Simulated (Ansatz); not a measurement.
Polymorphs of BaTiO3, each relaxed with r²SCAN (plane waves, PAW; program Ansatz):

A: R3m
a = 5.6806 Å, b = 5.6806 Å, c = 6.9940 Å, α = 90.00°, β = 90.00°, γ = 120.00°

```json
[
 {"atom": "Ba", "site": "3a", "symmetry": "3m", "x": "0.0000", "y": "0.0000", "z": "0.0012"},
 {"atom": "Ti", "site": "3a", "symmetry": "3m", "x": "0.0000", "y": "0.0000", "z": "0.5147"},
 {"atom": "O", "site": "9b", "symmetry": ".m", "x": "0.1699", "y": "0.3397", "z": "0.3184"}
]
```

B: cubic perovskite (Pm-3m)
a = b = c = 3.9944 Å, α = β = γ = 90.00°

```tsv
atom	site	symmetry	x	y	z
Ba	1b	m-3m	0.5000	0.5000	0.5000
Ti	1a	m-3m	0.0000	0.0000	0.0000
O	3d	4/mm.m	0.0000	0.0000	0.5000
```

Task: Rank these by energy per atom at 0 K (lowest first), as r²SCAN gives it.

Result: A (+0 meV/atom), B (+9 meV/atom)

Task: Give each one's gap.

Result: A 2.87 eV; B 2.18 eV.

Not the usual ambient phase: A; B. Unstable at this level: B. All cells were relaxed under the symmetry of their starts (and spin orders); stability against distortions was not tested throughout. Rows with no word on spin ran without spin polarisation. Spin–orbit coupling is left out wherever it is not named.

Energies hold the estimated change up to a 700 eV cutoff; steps of a few meV lie near the error of the meshes.

Potentials: the earlier of the program's two PAW sets.
